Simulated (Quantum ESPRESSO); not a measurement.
# Sn2PdMo4Ag: a guest atom moved from site to site

Simulated, not a measurement. The program is pw.x of Quantum ESPRESSO 7.5 (plane-wave density functional theory). The cell is made up: eight metal atoms on a hexagonal close-packed lattice, with elements, volume, strain and displacements drawn at random and not relaxed, so it may be unstable or far from any real phase. PseudoDojo standard norm-conserving files set the functional (PBE unless stated); there is no spin polarisation or spin-orbit coupling, the Fermi-Dirac width of 0.25 eV means electrons at about 2900 K, and the masses in the input are unused placeholders. The tin pseudopotential is less sure than most, with forces differing by about three percent from a second method on plain tin. A spin test at this wide smearing found no moment, but such smearing suppresses magnetism that the real alloy may have.

The runs move one Sn atom among sites that otherwise hold Mo. Cell, positions, cutoff, mesh and smearing stay as in the input of run 1; sites are counted in its order. Stress in the tables is positive in tension.

Input of run 1:

```
&control calculation='scf', pseudo_dir='./dojo.nc.sr.pbe.v0_5.standard.upf', outdir='./o', disk_io='minimal', tprnfor=.true., tstress=.true. /
&system ibrav=0, nat=8, ntyp=4, nbnd=75, ecutwfc=82.02448710, nosym=.true., tot_charge=0,
 occupations='smearing', smearing='fd', degauss=0.0183746611
/
&electrons conv_thr=1.470e-08, electron_maxstep=70, mixing_beta=0.5 /
ATOMIC_SPECIES
Ag 1.0 Ag.upf
Mo 1.0 Mo.upf
Pd 1.0 Pd.upf
Sn 1.0 Sn.upf
CELL_PARAMETERS angstrom
-0.0222 5.0246 -0.0375
2.8751 -0.0481 4.7865
2.8297 0.0224 -4.7586
ATOMIC_POSITIONS angstrom
Sn 0.1032 0.0035 0.0484
Pd 2.7621 -0.0276 -0.0195
Sn 2.8248 1.7389 -2.5083
Mo 2.9388 1.691 2.3839
Mo 1.6199 2.5675 0.0947
Mo 4.339 2.4343 0.0138
Mo 1.4197 4.1318 -2.3466
Ag 1.4065 4.2107 2.4495
K_POINTS automatic
5 5 5 1 1 1
```

| run | elements on sites 1 to 8 | free energy less that of run 1 (eV) | -TS (eV) | pressure (GPa) | stress xx (GPa) | stress yy (GPa) | stress zz (GPa) | stress yz (GPa) | stress xz (GPa) | stress xy (GPa) | iterations |
| --- | --- | --- | --- | --- | --- | --- | --- | --- | --- | --- | --- |
| 1 | Sn Pd Sn Mo Mo Mo Mo Ag | 0.000 | -1.395 | 3.59 | -3.19 | -5.25 | -2.35 | -3.21 | -0.62 | 0.11 | 18 |
| 2 | Mo Pd Sn Sn Mo Mo Mo Ag | 0.577 | -1.490 | 4.50 | -12.68 | -1.86 | 1.05 | -0.60 | -1.77 | -0.70 | 16 |
| 3 | Mo Pd Sn Mo Sn Mo Mo Ag | 0.535 | -1.539 | 4.57 | -7.12 | -0.52 | -6.07 | -0.08 | 1.15 | 1.06 | 18 |
| 4 | Mo Pd Sn Mo Mo Mo Sn Ag | 0.421 | -1.474 | 4.45 | -6.13 | -8.10 | 0.88 | 0.63 | -0.62 | 0.07 | 16 |

Forces Fx Fy Fz (eV/Å):

| site | run 1 | run 2 | run 3 | run 4 |
| --- | --- | --- | --- | --- |
| 1 | -0.88 -0.79 -1.21 | -0.84 -0.63 -0.53 | -1.70 -0.26 -0.72 | -1.02 -0.32 -0.28 |
| 2 | 1.24 0.42 0.78 | 1.31 0.32 0.35 | 1.52 0.16 0.74 | 1.20 0.47 0.56 |
| 3 | 0.75 -0.13 2.41 | 0.85 -0.73 1.37 | 0.60 -1.26 1.40 | 1.91 -0.97 1.50 |
| 4 | -0.10 0.09 -0.30 | -0.51 -1.19 0.82 | 0.17 -0.18 0.66 | -0.79 -0.60 0.29 |
| 5 | 0.23 -0.44 -0.72 | -0.73 0.25 -1.50 | -0.96 -0.03 -1.10 | -0.40 -0.61 -0.58 |
| 6 | -0.62 0.77 -0.19 | -0.08 1.05 -0.38 | 1.22 0.32 -0.87 | -0.13 0.43 -0.96 |
| 7 | -1.29 0.15 -0.89 | -0.36 0.78 -0.20 | -1.56 0.92 -0.61 | -1.46 1.50 -0.62 |
| 8 | 0.67 -0.07 0.11 | 0.35 0.15 0.08 | 0.71 0.34 0.50 | 0.70 0.09 0.09 |

The sites are displaced and not relaxed, so the energy differences mix bonding between neighbours with strain and are not ordering energies. A rerun of one cell of this series at a higher cutoff and on a denser mesh moved values by no more than 0.003 eV in energy, 0.03 GPa in stress and 0.006 eV/Å in force, and a second program with other atomic files agreed on that cell to 2 % rms in force and 0.5 GPa in pressure.